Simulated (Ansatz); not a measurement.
Si (P6/mmm), stationary points along a deformation path

Computed with DFT r2SCAN, scalar-relativistic, plane waves, PAW (Ansatz). Cutoff 500 eV, Γ-centred 30×30×26 k-points, Gaussian smearing of 0.15 eV. No spin polarisation. Energies are free energies at this smearing, counted from the undisturbed cell; pressure is positive in compression.

Zero of the scan (relaxed at this level; this form isn't the usual structure):

```yaml
crystal:
  lattice:
    - [2.62900, 0.00000, 0.00000]
    - [-1.31450, 2.27678, 0.00000]
    - [0.00000, 0.00000, 2.49380]
  atoms:
    - { symbol: Si, position: [0.00000, 0.00000, 0.00000] }
```

At fixed volume and fractional coordinates, lengths along (0.000, 0.000, 1.000) are scaled against those across it; ρ is that ratio over its starting value. V = 14.927 Å³/atom. Δσ is the stress along the axis less the mean stress across it (compression positive).

```
    ρ  ΔE (meV/atom)  Δσ (GPa) space group
0.800          441.3     79.57       P6/mmm
0.850          200.8     50.30       P6/mmm
0.920           39.7     18.66       P6/mmm
0.960            5.8      6.96       P6/mmm
1.000            0.0     -2.51       P6/mmm
1.050           26.2    -14.29       P6/mmm
1.100           78.8    -22.07       P6/mmm
1.200          230.7    -32.92       P6/mmm
1.300          407.8    -37.23       P6/mmm
```

How does the stress give the slope of the energy, and where is the energy stationary?

Along the path d ln(length) is 2/3 d ln ρ on the axis and −1/3 d ln ρ across it, so dE/d ln ρ = −(2/3) V Δσ: the energy falls with ρ where Δσ is positive. Δσ vanishes or changes sign between ρ = 0.960 and 1.000, a minimum (near 0.99 by linear interpolation). Pairs of stationary points between two samples would go unseen, and could change a minimum read from distant neighbours into a maximum.

Integrate that slope from ρ = 1 to 1.200 by the trapezoid rule.

With V/N in Å³ and 1 eV/Å³ = 160.2 GPa the slopes at ρ = 1.000, 1.050, 1.100, 1.200 are 156, 888, 1371, 2045 meV/atom per unit of ln ρ. The steps add 25.5 + 52.5 + 148.6 = 226.6 meV/atom, against 230.7 from the energies; the trapezoid rule misses the curvature of the slope within each step.

In a metal these slopes depend on the k mesh and the smearing.

Cost: 9 runs of about 1.5 core-minutes in all, on Intel Xeon Platinum 8488C (Sapphire Rapids) (shared hosts).